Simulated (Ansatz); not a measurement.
Os:
```cif
data_Os2
_chemical_formula_sum 'Os2'
_space_group_name_H-M_alt 'P 1'
_space_group_IT_number 1
_cell_length_a 3.88985
_cell_length_b 3.88985
_cell_length_c 3.88985
_cell_angle_alpha 60.000
_cell_angle_beta 60.000
_cell_angle_gamma 60.000
loop_
_space_group_symop_operation_xyz
  'x, y, z'
loop_
_atom_site_label
_atom_site_type_symbol
_atom_site_fract_x
_atom_site_fract_y
_atom_site_fract_z
_atom_site_occupancy
Os1 Os 0.00000 0.00000 0.00000 1
Os2 Os 0.25000 0.25000 0.25000 1
```

Relaxed with PBEsol.

Q: Decompose the optical modes at the zone centre into irreducible representations, and say which are infrared and Raman allowed.

A: Point group m-3m: Γ_opt = T2g. Infrared: none. Raman: T2g.

Q: Assign frequencies (DFPT, DFT-PBEsol in the program Ansatz with PAW potentials).

A: T2g 245 cm⁻¹.

Space group Fd-3m (diamond). The start of the workflow was typed in or built on a structure type; neither database checked (COD, Materials Project) lists it. It is not the phase usual at ambient conditions (space group No. 194). The PBEsol relaxation kept the symmetry of its start; whether a distortion lowers the energy is not shown. The run is not spin-polarised. As this level gives no gap, phonon frequencies hold no LO–TO term and depend on the k-mesh and smearing (Fermi–Dirac, 0.1 eV here). Scalar-relativistic: spin–orbit coupling is off unless named, which matters more the heavier the elements.

Potentials: the earlier of the program's two PAW sets. The files were generated under PBE; for other functionals the program regenerates the frozen cores, and for LDA and PBEsol the local potential too.
